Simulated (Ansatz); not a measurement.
Mn3Sn:
```yaml
crystal:
  lattice:
    - [3.89612, 0.00000, 0.00000]
    - [0.00000, 3.89612, 0.00000]
    - [0.00000, 0.00000, 7.75181]
  atoms:
    - { symbol: Mn, position: [0.00000, 0.50000, 0.25293], spin: 2.8 }
    - { symbol: Mn, position: [0.50000, 0.50000, 0.98488], spin: 3.1 }
    - { symbol: Mn, position: [0.50000, 0.00000, 0.25293], spin: 2.8 }
    - { symbol: Sn, position: [0.00000, 0.00000, 0.00926], spin: -0.1 }
    - { symbol: Mn, position: [0.00000, 0.50000, 0.75293], spin: -2.8 }
    - { symbol: Mn, position: [0.50000, 0.50000, 0.48488], spin: -3.1 }
    - { symbol: Mn, position: [0.50000, 0.00000, 0.75293], spin: -2.8 }
    - { symbol: Sn, position: [0.00000, 0.00000, 0.50926], spin: 0.1 }
```

Relaxed with PBE. Special points in fractions of this cell's reciprocal vectors: Γ (0.000, 0.000, 0.000); X (0.000, 0.500, 0.000); M (0.500, 0.500, 0.000); Z (0.000, 0.000, 0.500); R (0.000, 0.500, 0.500); A (0.500, 0.500, 0.500).

Question: List the band energies nearest the Fermi level at these points for plane-wave PAW PBE (Ansatz code).

Answer: In eV from the Fermi level; about four levels below and three above (degenerate sets whole), none deeper than 8.9 eV; points with the same levels are listed once.

| k | below | above |
|---|---|---|
| Γ ↑ | -0.56 -0.56 -0.43 -0.07 | 0.03 0.39 0.92 0.92 |
| X ↑ | -0.71 -0.30 -0.22 -0.05 | 0.42 0.62 0.78 |
| M ↑ | -0.83 -0.19 -0.12 -0.12 | 0.68 0.68 1.05 |
| Z ↑ | -0.77 -0.67 -0.04 -0.04 | 0.06 0.39 0.50 |
| R ↑ | -0.70 -0.49 -0.31 -0.31 | 0.39 0.79 0.92 |
| A ↑ | -0.60 -0.60 -0.37 -0.12 -0.12 | 0.72 0.72 1.11 |

Space group P4mm. The cell is a constructed one: a structure type filled with these elements; neither database checked (COD, Materials Project) lists it. COD files the formula under space group No. 194, so this cell is another polymorph or a model. Its standing as an ambient phase is unchecked. The PBE relaxation kept the symmetry of its start, as lowered by the spin order; whether a distortion lowers the energy is not shown. Magnetic state: antiferromagnetic, chosen from 4 collinear starts compared on coarse meshes (ties went to the first, and starts can fall back to one state), not a proven ground state. The program gave a warning on the electronic state, which may not be the lowest. Point labels and valley counts follow the cell and symmetry of the run, lower than the named group. Spin–orbit coupling is left out wherever it is not named.

Potentials: the later of the program's two PAW sets.
